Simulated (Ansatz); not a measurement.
Input file for Ansatz (a first-principles code):

Ansatz 0.2 input:
```yaml
crystal:
  lattice:
    - [4.2013047228, 0.0, 0.0]
    - [0.0, 4.5454961576, 0.0]
    - [0.0, 0.0, 32.0]
  periodic: [true, true, false]
  atoms:
    - { symbol: Sn, position: [0.0, 0.988032299, 0.4542734473] }
    - { symbol: Sn, position: [0.5, 0.488032299, 0.5457265527] }
    - { symbol: Se, position: [0.0, 0.897697701, 0.5375469449] }
    - { symbol: Se, position: [0.5, 0.397697701, 0.4624530551] }
kpoints:
  mp_grid: { grid: [8, 8, 1] }
hamiltonian:
  xc: r2scan
  dispersion: d4
  pseudopotentials: { kind: paw }
scf:
  occupations: { method: gaussian, width: 0.005 }
relax:
  f_tol: 0.005
  max_steps: 150
output:
  eigenvalues: true
  stress: true
  write_potential: true
  volumetric_format: []
```

Output (shortened):

```
WARN output.stress: scf.convergence.dr2_threshold = 2.5e-8 eV (the default of a walk held to its f_tol) is looser than the 4e-10 eV advised for a printed …
Relaxation: its limit of steps is 150 (relax.max_steps)
Pseudopotentials: kind: paw
Pseudopotential: Sn, paw, valence charge 14
Pseudopotential: Se, paw, valence charge 16
Functional definition: r2SCAN
Crystal: 4 atoms, lattice volume = 611.104 Å³
Basis set: ecut = 500 eV, 15579 PW (Γ), exchange–correlation on 128×144×960 points (64 copies of the dense FFT grid, shifted against one another)
Bands: 36, of which v1, the nominal top of the filled ones, is band 30 counted from 1 (29 counted from 0)
Symmetry: 4 space group operations
Space group: Pmn21 (ITA 31), of the structure as read, at distance tolerance 8.5e-5 Å
k-points: 25 of 64 (time reversal used)
PAW frozen core: Sn, regenerated for the run's functional
PAW frozen core: Se, regenerated for the run's functional
Initial wavefunctions: pseudopotential atomic-orbital guess
Eigensolver: davidson
Functional: x = r2scan, c = r2scan; τ floored in thin density (d = 2e-4 eV/Å³)
all-band conjugate gradients solve this SCF's bands
SCF 1 converged in 6 iterations: F = -23035.381540 eV  dr2 = 4.93e-7
relax step   1: F+E_penalty+E_count = -23035.38154033 eV  Δ(F+E_penalty+E_count) = +0.000e0 eV  max|allowed force component| = 3.668e-2 eV/Å  Δτ_max = 0.0000 Å  (6 SCF iters, dr2 threshold 6.25e-7 eV, accepted)
density extrapolation: transplant  |δρ|_rms = 9.346e-3 e/Å³  SAD shift = 2.618e-2 e/Å³
Crystal: 4 atoms, lattice volume = 611.104 Å³
Initial density: handed on by an earlier stage of this run
Initial wavefunctions: those handed on with the density
SCF 2 converged in 7 iterations: F = -23035.381774 eV  dr2 = 1.25e-8
relax step   2: F+E_penalty+E_count = -23035.38177416 eV  Δ(F+E_penalty+E_count) = -2.338e-4 eV  max|allowed force component| = 3.726e-2 eV/Å  Δτ_max = 0.0182 Å  (7 SCF iters, accepted)
density extrapolation: transplant  |δρ|_rms = 9.356e-3 e/Å³  SAD shift = 1.015e-2 e/Å³
Crystal: 4 atoms, lattice volume = 611.104 Å³
SCF 3 converged in 5 iterations: F = -23035.382067 eV  dr2 = 4.68e-8
relax step   3: F+E_penalty+E_count = -23035.38206734 eV  Δ(F+E_penalty+E_count) = -2.932e-4 eV  max|allowed force component| = 2.099e-3 eV/Å  Δτ_max = 0.0079 Å  (5 SCF iters, dr2 threshold 8.68e-8 eV, accepted)
Crystal: 4 atoms, lattice volume = 611.104 Å³
SCF 4 converged in 2 iterations: F = -23035.382067 eV  dr2 = 4.91e-9
relax step   4: F+E_penalty+E_count = -23035.38206736 eV  Δ(F+E_penalty+E_count) = -1.776e-8 eV  max|allowed force component| = 2.094e-3 eV/Å  Δτ_max = 0.0000 Å  (2 SCF iters, accepted)
Crystal: 4 atoms, lattice volume = 611.104 Å³
SCF 5 converged in 2 iterations: F = -23035.382067 eV  dr2 = 1.44e-9
WARN: The output density's exchange-correlation potential varies sharply where the density is thin …
SCF converged after 2 iterations
Stability not checked: this state was not tested for a lower state beside it, because too few of the mixer's solves of this state at the end of the SCF gave a …
Free energy (F): -23035.382067 eV
Harris-Foulkes:  -23035.382067 eV  (|F-HF|=2.62e-9)
Internal energy: -23035.382067 eV  (E = F + TS)
E sigma→0 (E₀):  -23035.382067 eV
Fermi energy:    -3.955431 eV
--- Per-component energies (eV) ---
  E_band       = -1783.438489
  E_kinetic    = 606.986386
  E_local      = -115685.653050  (includes V_loc(G=0)·N_el)
  E_nonlocal   = -1257.384044
  E_hartree    = 57626.653000
  E_xc         = -946.870018
  E_vxc        = -421.103753  (∫ρ·V_xc dr)
  E_paw        = -12162.082822  (= ΣΔE_a)
  E_vpaw       = -303.564865  (= ΣTr[D̂ρ^β])
  E_aug_tail   = -0.000418  (compensation charges beyond the density's cutoff)
  E_vtau       = 23.978144  (kinetic-family band-sum trace: ∫τ·v_τ [+ j·A + Jᵃ·Aᵃ] dr)
  E_ewald      = 48785.363902
  E_disp       = -0.336102  (pairwise vdW)
  E_core_change = -2.058901  (= ΣΔE_core)
  E_smearing   =  0.000000  (= −TS)
  E_closure    = 0.000000  (closes the sum)
  Σ components = -23035.382067   (vs F -23035.382067, Δ=0.00e0)
--- Forces (eV/Å), atoms counted from 1 ---
  atom   1  Sn     0.00000000     0.00209050    -0.00152776
  atom   2  Sn     0.00000000     0.00209050     0.00152776
  atom   3  Se     0.00000000    -0.00209142     0.00163816
  atom   4  Se     0.00000000    -0.00209142    -0.00163816
  max |Σ_I F_I| component: 1.84e-6 eV/Å
--- 2D stress c σ (N/m, compression-positive) ---
       -0.388215       0.000000       0.000000
        0.000000      -0.184180       0.000000
        0.000000       0.000000       0.000000
  P = ½ c Tr σ = -0.2862 N/m
  The stress holds the Pulay correction. Without it, at fixed plane waves: P = -0.2897 N/m
  The stress includes an estimate of the error left by incomplete SCF convergence (largest component -0.0001 N/m …
--- Band table (eV; the first three rows and the last of 25) ---
  k-point 0: bands = ["-52.6953", "-52.6953", "-52.6946", "-52.6944", "-52.6680", "-52.6679", "-52.6602", "-52.6601", "-52.6516", "-52.6514", "-26.5720", "-26.5638", "-26.5617", "-26.5583", "-26.5361", "-26.5123", "-26.4986", "-26.4886", "-26.4880", …
  k-point 1: bands = ["-52.6953", "-52.6953", "-52.6945", "-52.6944", "-52.6680", "-52.6679", "-52.6602", "-52.6601", "-52.6516", "-52.6514", "-26.5714", "-26.5641", "-26.5617", "-26.5591", "-26.5344", "-26.5125", "-26.4981", "-26.4890", "-26.4877", …
  k-point 2: bands = ["-52.6953", "-52.6953", "-52.6945", "-52.6944", "-52.6680", "-52.6679", "-52.6602", "-52.6601", "-52.6516", "-52.6514", "-26.5697", "-26.5649", "-26.5619", "-26.5611", "-26.5298", "-26.5134", "-26.4970", "-26.4900", "-26.4870", …
  k-point 24: bands = ["-52.6953", "-52.6953", "-52.6943", "-52.6943", "-52.6679", "-52.6679", "-52.6602", "-52.6602", "-52.6515", "-52.6515", "-26.5838", "-26.5838", "-26.5484", "-26.5484", "-26.5186", "-26.5186", "-26.4973", "-26.4973", "-26.4786", …
  ° read free of the cell's end (the report's vacuum.weakly_bound_levels)
  band table: 36 of 36 bands, residual norms ≤ 1.0e-3 eV
--- Relaxed structure (4 steps of the walk, 4 accepted, 0 SCFs on fresh bases) ---
  F+E_penalty+E_count = -23035.38206736 eV   max|allowed force component| = 2.094e-3 eV/Å
  cell:  # Å, volume = 611.1045 Å³
    - [4.2013047228, 0.0, 0.0]
    - [0.0, 4.5454961576, 0.0]
    - [0.0, 0.0, 32.0]
  atoms:
    - { symbol: Sn, position: [-1.2769026489539422e-19, 0.9887913565940535, 0.4545754506481233] }
    - { symbol: Sn, position: [0.49999999999999994, 0.4887913565940535, 0.5454245493518768] }
    - { symbol: Se, position: [0.0, 0.8969386434059463, 0.5377263319960904] }
    - { symbol: Se, position: [0.49999999999999994, 0.3969386434059464, 0.4622736680039096] }
```

Cost: about 7 core-minutes (a rough figure) on shared cores.

This run is a variant of the relaxed cell: strain +1 % along x, +0 % along y, atoms relaxed.

A layer that has been made, often on a substrate. The strained cell keeps its size and symmetry.

Potentials: the later of the program's two PAW sets.

Ansatz is a plane-wave DFT program.
